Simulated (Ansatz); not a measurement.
**Nb₃Sn: Nb-93 nuclear quadrupole resonance**

Cell: a COD entry, ions relaxed with PBE at fixed cell.

```cif
data_Nb3Sn
_symmetry_space_group_name_H-M 'Pm-3n'
_symmetry_Int_Tables_number 223
_cell_length_a 5.2821
_cell_length_b 5.2821
_cell_length_c 5.2821
_cell_angle_alpha 90.000
_cell_angle_beta 90.000
_cell_angle_gamma 90.000
loop_
_atom_site_label
_atom_site_type_symbol
_atom_site_symmetry_multiplicity
_atom_site_Wyckoff_symbol
_atom_site_fract_x
_atom_site_fract_y
_atom_site_fract_z
Nb Nb 6 c 0.2500 0.0000 0.5000
Sn Sn 2 a 0.0000 0.0000 0.0000
```

One atom of each set is listed.

All values are calculated (Ansatz; DFT, r2SCAN, plane waves and PAW, scalar-relativistic, 500 eV cutoff, Γ-centred 6×6×6 k-points, Fermi–Dirac smearing 0.05 eV), not measured.

Nb-93: I = 9/2, Q = -320.0 mb (year-2017 value). Static lattice, zero field.

Task: At which frequencies do the Nb-93 NQR lines lie?

Result: For I = 9/2 and η = 0 the lines are |C_Q|/24 times 1, 2, 3 and 4; η shifts the lowest up most.

| site | atoms | V_zz (10²¹ V/m²) | C_Q (MHz) | η | line frequencies (MHz) |
| --- | --- | --- | --- | --- | --- |
| Nb | 6 | 6.09 | -47.1 | 0.00 | 1.96, 3.93, 5.89, 7.86 |

An axis of threefold or higher order runs through Nb, so V_zz lies along it and η is zero.

With no gap above 0.1 eV, as in a metal, the gradients converge slowly in k; expect changes of a tenth or more on a denser mesh. Without spin–orbit coupling (the program notes it for Nb and Sn) the gradients can shift somewhat, as the gap is small.

The run took 33 s of wall time (33 s of CPU time) and 0.76 GiB at its peak, on 1 thread of Arm Neoverse V2 (aarch64; 28 cores open to the job, memory cap 3.0 GiB, no GPU), a shared host with a load of 1.0 a core.
